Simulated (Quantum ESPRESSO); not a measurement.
InCuMo3Li2Sn, one composition in several site orders

A calculation, not a measurement. The program is pw.x of Quantum ESPRESSO 7.5 (plane-wave density functional theory). The cell is made up: eight metal atoms on a face-centred cubic lattice, with elements, volume, strain and displacements drawn at random and not relaxed, so it may be unstable or far from any real phase. PseudoDojo standard norm-conserving files set the functional (PBE unless stated); there is no spin polarisation or spin-orbit coupling, the Fermi-Dirac width of 0.25 eV means electrons at about 2900 K, and the masses in the input are unused placeholders. The copper pseudopotential is less sure than most, with forces differing by about three percent and pressure by about two GPa from a second method on plain copper. The tin pseudopotential is less sure than most, with forces differing by about three percent from a second method on plain tin. A spin test at this wide smearing found no moment, but such smearing suppresses magnetism that the real alloy may have.

The runs put one composition on the sites in different orders. Cell, positions, cutoff, mesh and smearing stay as in the input of run 1; sites are counted in its order. Stress in the tables is positive in tension.

Input of run 1:

```
&control calculation='scf', pseudo_dir='./dojo.nc.sr.pbe.v0_5.standard.upf', outdir='./o', disk_io='minimal', tprnfor=.true., tstress=.true. /
&system ibrav=0, nat=8, ntyp=5, nbnd=59, ecutwfc=92.02030273, nosym=.true., tot_charge=0,
 occupations='smearing', smearing='fd', degauss=0.0183746611
/
&electrons conv_thr=1.470e-08, electron_maxstep=70, mixing_beta=0.5 /
ATOMIC_SPECIES
Cu 1.0 Cu.upf
In 1.0 In.upf
Li 1.0 Li.upf
Mo 1.0 Mo.upf
Sn 1.0 Sn.upf
CELL_PARAMETERS angstrom
-4.2365 -0.0022 -0.0045
0.0023 -4.2305 4.259
0.0055 6.3273 2.111
ATOMIC_POSITIONS angstrom
In 0.0248 -0.0816 0.011
Cu -0.1114 2.2449 2.0749
Mo 0.0412 -1.9494 2.2466
Mo -0.0555 -0.0945 4.2399
Li -2.1463 4.1897 2.2171
Sn -2.2354 -0.0027 2.1645
Mo -2.1313 2.1878 4.3792
Li -2.1244 -2.0205 4.4097
K_POINTS automatic
6 4 4 1 1 1
```

| run | elements on sites 1 to 8 | free energy less that of run 1 (eV) | -TS (eV) | pressure (GPa) | stress xx (GPa) | stress yy (GPa) | stress zz (GPa) | stress yz (GPa) | stress xz (GPa) | stress xy (GPa) | iterations |
| --- | --- | --- | --- | --- | --- | --- | --- | --- | --- | --- | --- |
| 1 | In Cu Mo Mo Li Sn Mo Li | 0.000 | -1.429 | -10.79 | 10.33 | 14.64 | 7.41 | 2.54 | 0.01 | -1.19 | 17 |
| 2 | Cu Mo Mo Mo Sn Li Li In | 0.209 | -1.553 | -9.06 | 5.01 | 8.99 | 13.16 | -1.33 | -0.17 | -0.10 | 17 |
| 3 | Cu Li Sn In Mo Mo Li Mo | 0.092 | -1.540 | -9.60 | 7.64 | 9.36 | 11.80 | -1.23 | 0.17 | -0.85 | 15 |
| 4 | Sn Mo Mo Mo Li Cu Li In | 0.250 | -1.638 | -10.13 | 4.73 | 11.66 | 14.00 | -0.33 | -0.23 | -0.17 | 16 |
| 5 | Mo In Cu Mo Li Mo Li Sn | 0.017 | -1.450 | -10.13 | 8.99 | 10.25 | 11.14 | -0.05 | -0.17 | 0.09 | 15 |
| 6 | Li Cu Sn Li Mo In Mo Mo | 0.480 | -1.628 | -11.18 | 7.09 | 10.96 | 15.49 | -0.34 | 0.02 | -0.75 | 16 |

Forces Fx Fy Fz (eV/Å):

| site | run 1 | run 2 | run 3 | run 4 | run 5 | run 6 |
| --- | --- | --- | --- | --- | --- | --- |
| 1 | -0.42 0.45 -0.89 | -0.06 0.17 0.05 | -0.06 0.21 0.43 | -0.18 -0.44 0.16 | -0.07 -0.33 0.77 | -0.19 0.39 -0.02 |
| 2 | 0.07 0.34 0.54 | 0.77 -0.32 0.12 | 0.26 -0.45 0.30 | 0.65 -0.10 0.12 | 0.56 -0.70 2.23 | 0.16 0.25 0.01 |
| 3 | -0.57 -1.10 1.24 | -0.56 0.17 0.43 | -0.70 -1.61 -1.29 | -0.45 0.30 0.57 | -0.16 0.12 -0.24 | -0.83 -2.40 -0.06 |
| 4 | 0.04 0.49 -0.65 | 0.22 0.19 0.16 | 0.06 1.84 1.55 | 0.16 -0.18 -0.29 | 0.33 1.76 -0.76 | 0.05 0.51 0.51 |
| 5 | 0.06 -0.15 -0.12 | -0.17 0.97 0.82 | -0.03 0.52 -0.47 | 0.00 0.17 0.12 | -0.07 0.41 0.09 | 0.11 -0.90 -0.47 |
| 6 | 0.86 0.63 1.40 | 0.27 0.21 -0.14 | 0.87 0.35 -1.05 | 0.21 0.20 0.32 | -0.04 -0.28 -0.28 | 0.70 1.98 0.06 |
| 7 | 0.02 -0.47 -1.50 | -0.01 -0.07 -0.02 | 0.00 -0.21 0.10 | 0.02 -0.13 -0.48 | -0.03 -0.17 -0.08 | 0.08 0.31 -0.30 |
| 8 | -0.05 -0.19 -0.03 | -0.47 -1.32 -1.43 | -0.39 -0.65 0.43 | -0.41 0.17 -0.52 | -0.52 -0.81 -1.72 | -0.07 -0.13 0.26 |

The sites are displaced and not relaxed, so the energy differences hold strain from misfit and are not ordering energies. A rerun of one cell of this series at a higher cutoff and on a denser mesh moved values by no more than 0.003 eV in energy, 0.02 GPa in stress and 0.010 eV/Å in force, and a second program with other atomic files agreed on that cell to 2 % rms in force and 0.5 GPa in pressure.